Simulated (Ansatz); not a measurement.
# NaMgF3: moving Mg off its site

NaMgF3, Pm-3m, a = 3.951 Å (as given, not relaxed at this level: -2.3 GPa). The structure is a Materials Project entry; whether it is the stable form wasn't checked. Ansatz: PBEsol, PAW, 420 eV, Γ-centred 6×6×6 mesh on 5 atoms, Gaussian smearing 0.05 eV; no spin polarisation.

```yaml
crystal:
  lattice:
    - [3.95084, 0.00000, 0.00000]
    - [0.00000, 3.95084, 0.00000]
    - [0.00000, 0.00000, 3.95084]
  atoms:
    - { symbol: Na, position: [0.00000, 0.00000, 0.00000] }
    - { symbol: Mg, position: [0.50000, 0.50000, 0.50000] }
    - { symbol: F, position: [0.50000, 0.50000, 0.00000] }
    - { symbol: F, position: [0.50000, 0.00000, 0.50000] }
    - { symbol: F, position: [0.00000, 0.50000, 0.50000] }
```

Atom 2 (Mg) moves by x along the unit vector (0.000, 0.000, -1.000), with its periodic images; all else is held. y is the free energy of the cell over the start, F the force along the path summed over the moved atoms. Symmetry makes y even in x.

```
  x (Å) y (meV) F (eV/Å)
-0.3000        ?         ?
-0.1500    122.2      1.74
 0.0000      0.0      0.00
 0.0750     29.0     -0.79
 0.1875    198.3     -2.33
 0.2250    298.6     -3.04
 0.2625    427.8     -3.88
```

Task: Fit y = c2 x² + c4 x⁴ to the energies of the other rows, give the force constant, and predict energy and force of the missing row.

Result: Least squares on the rows shown. y = 5049.7 x² + 16806 x⁴. The force constant is 2 c2 = 10.1 eV/Å², for the cell as given, at -2.3 GPa (for all images moving together, not for a lone atom). The force −dy/dx at the missing row is 4.84 eV/Å (computed 4.90). At x = -0.3000 the fit asked for gives 590.6 meV. The run gave 591.8 meV, so the fit is 1.2 meV too low, a small miss on the scale of the series.

Symmetry holds off the tilts and polar distortions that many cubic perovskites undergo.